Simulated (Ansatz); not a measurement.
# CrSiAu: reading a single point

```yaml
crystal:
  lattice:
    - [4.61020, -1.31789, -0.16627]
    - [0.04301, 4.73545, -0.84154]
    - [-0.45693, -0.81334, 4.55036]
  atoms:
    - { symbol: Si, position: [0.01626, 0.26538, 0.06731] }
    - { symbol: Si, position: [0.51604, 0.53412, 0.29851] }
    - { symbol: Au, position: [0.36910, 0.36894, 0.72745] }
    - { symbol: Au, position: [0.79623, 0.09495, 0.51223] }
    - { symbol: Cr, position: [0.26674, 0.90828, 0.17639] }
    - { symbol: Cr, position: [0.03154, 0.67631, 0.57589] }
```

Level: r2SCAN, no spin polarisation; 500 eV; 4×4×4 (shifted by 0.5, 0.5, 0 steps) mesh; fermi-dirac occupations (width 0.0221 eV); Ansatz 0.2.0, fixed geometry.

(1) What does the stress say?

(2) Which atom feels the largest force, and which way?

(3) What happens at the Fermi level?

(4) Is it stable against the elements?

(5) Give the Bader charges.

Origin: a disordered cell, so it need not be a known compound. Caveats: no spin polarisation, so a magnetic state may lie lower; the k mesh is coarse if the cell is a metal; atoms or cell far from equilibrium.

Answers

(1) The pressure is -2.0 GPa (compression positive), so with the atoms held at these fractions the cell would first shrink; the forces are large, so a full relaxation may end otherwise. The principal stresses -8.1, -5.5, 7.8 GPa differ, so its shape would change too.

(2) The largest is on Au3: 1.62 eV/Å, components (1.42, 0.01, 0.79). It makes 51° with the line to a nearest neighbour, Si2 at 2.47 Å.

(3) It is a metal on this mesh, though the bands barely overlap, with about 6.8 states/eV a cell as the mean within 0.25 eV of the Fermi level, mostly Cr d (77 %).

(4) 0.65 eV an atom against the elements' usual phases (free molecules for gases, crystals otherwise, with no correction for O₂ or N₂), so at this geometry it isn't bound against them. Relaxing would lower it.

(5) Bader charges in e: Cr +0.62, Si +0.22 to +0.28, Au -0.89 to -0.85. In the mean Cr gives up most and Au takes most.
